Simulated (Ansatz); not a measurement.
Given:

W:
```yaml
crystal:
  lattice:
    - [0.00000, 2.00953, 2.00953]
    - [2.00953, 0.00000, 2.00953]
    - [2.00953, 2.00953, 0.00000]
  atoms:
    - { symbol: W, position: [0.00000, 0.00000, 0.00000] }
```

This is the r²SCAN-relaxed structure.

Problem. All from r²SCAN in the plane-wave PAW code Ansatz, unless another level is named. Give the bulk modulus (Birch–Murnaghan fit).

Solution. 295 GPa.

Problem. And the elastic constants (relaxed ions, GPa)?

Solution. C11 = 26.0, C12 = 433, C44 = -179.

Space group Fm-3m (fcc (Cu type)). The workflow started from an entry of the Crystallography Open Database (COD), which files this formula under 6 space groups. It is not the phase usual at ambient conditions (space group No. 229). The r²SCAN relaxation kept the symmetry of its start. At this level the phase is mechanically unstable. No spin polarisation was allowed. As this level gives no gap, shear constants depend on the k-mesh and smearing (Fermi–Dirac, 0.1 eV here). Spin–orbit coupling is left out wherever it is not named.

Potentials: the earlier of the program's two PAW sets.
